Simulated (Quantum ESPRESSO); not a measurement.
# Strain and stress in Hf3AlO7F

The results below are calculated, not measured. They come from pw.x of Quantum ESPRESSO 7.5, a plane-wave density functional program, with PseudoDojo standard norm-conserving files (v0.5 for PBE, v0.4.1 for LDA and PBEsol). The cells are made up: elements, strain and atom displacements were drawn at random, and nothing was relaxed. There is no spin polarisation, spin-orbit coupling or dispersion term.

The hafnium file is less sure than the others, with forces about 3 percent (worst 6) and pressure in oxides about 1.5 GPa (worst 2.7) from a second method in checks, which no rerun with the same files tests.

The cell has 12 sites of a rutile lattice (two cells along c). Sites 1 to 4 hold Hf Hf Al Hf; sites 5 to 12 hold O O O O F O O O. Cell vectors in Å: (4.881, 0.000, 0.000); (0.000, 4.881, 0.000); (0.000, 0.000, 6.407). Settings: PBE, cutoff 1143 eV, 5 x 5 x 4 k mesh shifted by half a step, Fermi-Dirac smearing of 0.025 eV.

Each run adds a strain along z to one cell, with the atoms carried along; the vectors above are those of run 5. Stress is positive in tension and P is minus a third of its trace. E is the free energy for each atom above the lowest run shown. The last column is band 45 less band 44 at Gamma, from a band step after each run.

```
run  strain (%)  s_xx (GPa)  s_yy (GPa)  s_zz (GPa)  s_xy (GPa)  P (GPa)  E (meV/atom)  level step at Gamma (eV)
  1       -1.96        4.64        4.74       -3.87       -5.54    -1.84          1.18                     2.991
  2       -1.60        5.10        5.20       -2.22       -5.39    -2.69          0.32                     2.967
  3       -1.40        5.35        5.46       -1.32       -5.31    -3.16          0.00                     2.954
  5       -0.75        6.15        6.27        1.53       -5.04    -4.65          0.02                     2.910
  6        1.20        8.33        8.50        9.30       -4.34    -8.71          8.57                     2.764
  7        2.06        9.21        9.40       12.39       -4.05   -10.33         16.03                     2.695
  4       -1.12           ?           ?           ?           ?        ?             ?                         ?
```

A rerun of one of these cells at 1437 eV and k mesh 7 x 7 x 6 moved values by no more than 0.004 eV in the cell's energy, 0.03 GPa in stress and 0.003 eV/Å in force.

## Worked fit

A parabola through the six runs shown gives s_zz = 4.65 + 4.06 e - 0.147 e² GPa, with e in per cent and a scatter of 0.01 GPa. The slope is a stiffness of 406 ± 1 GPa for each unit of this strain at e = 0. The atoms are clamped, and relaxing them would in general lower it. The error is the larger of the fit's own and the change that a cubic makes, rounded up.

## Withheld run

Question: what s_zz should run 4 give?

The fit gives -0.08 GPa. The calculation gave -0.08 GPa.

| run | strain (%) | s_xx (GPa) | s_yy (GPa) | s_zz (GPa) | s_xy (GPa) | P (GPa) | E (meV/atom) | level step at Gamma (eV) |
| --- | --- | --- | --- | --- | --- | --- | --- | --- |
| 4 | -1.12 | 5.70 | 5.81 | -0.08 | -5.19 | -3.81 | -0.15 | 2.936 |